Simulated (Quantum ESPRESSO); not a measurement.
# Band energies of WO3

```
CELL_PARAMETERS angstrom
      5.32500     0.00000     0.00000
      0.00000     5.32500     0.00000
      0.00000     0.00000     3.94449
ATOMIC_POSITIONS crystal
  O  0.50000 0.00000 0.48918
  O  0.00000 0.50000 0.51082
  O  0.25000 0.25000 0.00000
  O  0.25000 0.75000 0.00000
  O  0.75000 0.75000 0.00000
  O  0.75000 0.25000 0.00000
  W  0.50000 0.00000 0.93482
  W  0.00000 0.50000 0.06518
```

PBEsol (Quantum ESPRESSO, PseudoDojo norm-conserving, 84 Ry, scalar-relativistic); path ΓXMΓZRAZ,XR,MA; energies in eV from the valence-band maximum.

```csv
k (1/Å),point,band 28,band 29,band 30,band 31,band 32,band 33,band 34,band 35
0.00,Γ,-1.48,-1.22,-1.15,-1.15,-0.01,0.58,1.47,1.47
0.39,,-1.87,-1.79,-1.78,-1.07,-0.44,2.31,2.33,2.55
0.59,X,-1.95,-1.92,-1.92,-0.79,-0.79,3.08,3.08,3.38
0.79,,-1.88,-1.83,-1.83,-1.05,-1.05,2.47,2.47,3.59
1.18,M,-1.98,-1.58,-1.58,-1.39,-1.39,1.61,1.61,4.05
1.60,,-1.91,-1.58,-1.47,-1.36,-0.69,1.54,2.57,3.25
2.01,Γ,-1.48,-1.22,-1.15,-1.15,-0.01,0.58,1.47,1.47
2.41,,-1.16,-1.16,-0.92,-0.92,0.00,0.59,2.72,2.72
2.81,Z,-1.15,-1.15,-0.29,-0.29,0.00,0.59,3.83,3.83
3.20,,-1.16,-0.93,-0.56,-0.45,-0.42,2.31,4.08,4.20
3.40,R,-0.91,-0.86,-0.86,-0.61,-0.61,3.40,3.40,4.48
3.60,,-1.19,-1.10,-1.10,-0.48,-0.48,3.58,3.58,4.16
3.99,A,-2.00,-1.83,-1.83,-0.31,-0.31,3.85,3.85,4.04
4.27,,-1.86,-1.16,-1.15,-0.49,-0.31,3.31,3.85,4.16
4.55,,-1.55,-1.05,-0.48,-0.30,-0.28,1.73,3.83,4.14
4.83,Z,-1.15,-1.15,-0.29,-0.29,0.00,0.59,3.83,3.83
4.83,X,-1.95,-1.92,-1.92,-0.79,-0.79,3.08,3.08,3.38
4.98,,-1.73,-1.69,-1.69,-0.79,-0.79,3.15,3.15,3.47
5.30,,-1.10,-0.99,-0.99,-0.73,-0.73,3.37,3.37,3.97
5.62,R,-0.91,-0.86,-0.86,-0.61,-0.61,3.40,3.40,4.48
5.62,M,-1.98,-1.58,-1.58,-1.39,-1.39,1.61,1.61,4.05
5.78,,-2.05,-1.47,-1.47,-1.46,-1.46,1.85,1.85,4.04
6.10,,-2.04,-1.72,-1.72,-0.72,-0.72,3.13,3.13,4.04
6.42,A,-2.00,-1.83,-1.83,-0.31,-0.31,3.85,3.85,4.04
```

The PBEsol gap is 0.58 eV and nearly direct: the edges lie at Z and Γ, the smallest direct gap within 0.02 eV of it. Another valence and conduction extremum on the path lies within 0.02 eV, too close to call.

Without spin-orbit coupling, band edges of such heavy elements can be off by tenths of an eV.

Geometry of the Materials Project entry, not relaxed at this level.
